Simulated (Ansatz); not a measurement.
Relaxed-ion elastic tensor of InMo3C (anti-perovskite, Pm-3m) in GPa (Voigt order), the program Ansatz at the PBEsol level (PAW); density 9.48 g/cm³, 14.53 Å³ per atom.

|  | 1 | 2 | 3 | 4 | 5 | 6 |
|---|---|---|---|---|---|---|
| 1 | 459 | 133 | 133 | 0.0 | 0.0 | 0.0 |
| 2 | 133 | 459 | 133 | 0.0 | 0.0 | 0.0 |
| 3 | 133 | 133 | 459 | 0.0 | 0.0 | 0.0 |
| 4 | 0.0 | 0.0 | 0.0 | 77.0 | 0.0 | 0.0 |
| 5 | 0.0 | 0.0 | 0.0 | 0.0 | 77.0 | 0.0 |
| 6 | 0.0 | 0.0 | 0.0 | 0.0 | 0.0 | 77.0 |

Q: Is the crystal mechanically stable?

A: Yes: the smallest eigenvalue of C is 77.0 GPa.

Q: Work out the Voigt, Reuss and Hill averages.

A: K_V = 242, K_R = 242, K_H = 242; G_V = 111, G_R = 97.6, G_H = 104 GPa.

Q: Give Young's modulus, Poisson's ratio, Pugh's ratio and the universal anisotropy index.

A: E = 9KG/(3K + G) = 274 GPa; ν = 0.31; K/G = 2.31 (ductile by the Pugh limit of 1.75); A_U = 5G_V/G_R + K_V/K_R − 6 = 0.71.

Q: Estimate the sound speeds and the Debye temperature.

A: v_l = √((K + 4G/3)/ρ) = 6340 m/s, v_t = √(G/ρ) = 3320 m/s, mean 3710 m/s; Θ = (h/k)(3n/4πV)^(1/3) v_m = 453 K.

Q: Give the Zener ratio and Young's modulus along [100], [110] and [111].

A: A = 2C44/(C11 − C12) = 0.47; 1/E = S11 − 2(S11 − S12 − S44/2)Γ with Γ = 0, 1/4, 1/3 gives 399, 237, 209 GPa.

Q: Solve the Christoffel equation for the three sound speeds along [100], [110], [111].

A: Eigenvalues of C_ijkl n_j n_l equal ρv². In km/s, slowest first: [100] 2.85, 2.85, 6.96; [110] 2.85, 4.15, 6.27; [111] 3.76, 3.76, 6.03.

The start of the workflow was typed in or built on a structure type; neither database checked (COD, Materials Project) lists it. Its standing as an ambient phase is unchecked. The cell was relaxed with PBEsol under the symmetry of its start; whether a distortion lowers the energy is not shown. The run is not spin-polarised. As this level gives no gap, shear constants depend on the k-mesh and smearing (Fermi–Dirac, 0.1 eV here).

Potentials: the earlier of the program's two PAW sets. The files were generated under PBE; for other functionals the program regenerates the frozen cores, and for LDA and PBEsol the local potential too.
